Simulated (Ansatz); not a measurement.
Sr (fcc, Cu type)

```xyz
1
Lattice="0.0000 3.0501 3.0501 3.0501 0.0000 3.0501 3.0501 3.0501 0.0000" Properties=species:S:1:pos:R:3 pbc="T T T"
Sr     0.0000     0.0000     0.0000
```

Two coordinates are scanned: the volume, and the ratio of the stretch along z (the conventional c axis) to the stretch across it. Atoms keep their fractional coordinates.

All values below come from r2SCAN (plane waves to 500 eV, PAW, scalar-relativistic; Ansatz, a quantum-chemistry and plane-wave program). k mesh 13×13×13 (Γ-centred), Fermi-Dirac smearing 0.05 eV. Stress and pressure are positive under compression. With partly filled bands, the response to shear is sensitive to the k mesh, so small differences along c/a are uncertain. Sr was relaxed with its symmetry unable to fall. The PAW data are Ansatz's earlier set. 

Predict the σzz − σxx (GPa) at all points of the grid V/V₀ = 0.920, 0.960, 1.000, 1.040, 1.080 by (c/a)/(c/a)₀ = 0.880, 0.940, 1.000, 1.060, 1.120.

σzz − σxx (GPa), with V/V₀ across and (c/a)/(c/a)₀ down:

| (c/a)/(c/a)₀ \ V/V₀ | 0.920 | 0.960 | 1.000 | 1.040 | 1.080 |
|---|---|---|---|---|---|
| 0.880 | 0.2 | 0.2 | 0.2 | 0.2 | 0.2 |
| 0.940 | 0.1 | 0.1 | 0.2 | 0.2 | 0.2 |
| 1.000 | 0.0 | 0.0 | 0.0 | 0.0 | 0.0 |
| 1.060 | -0.3 | -0.3 | -0.4 | -0.4 | -0.4 |
| 1.120 | -0.8 | -0.9 | -0.9 | -0.9 | -0.9 |

(Under strain, the slope of the energy per volume gives the stress and its curvature an elastic modulus.)
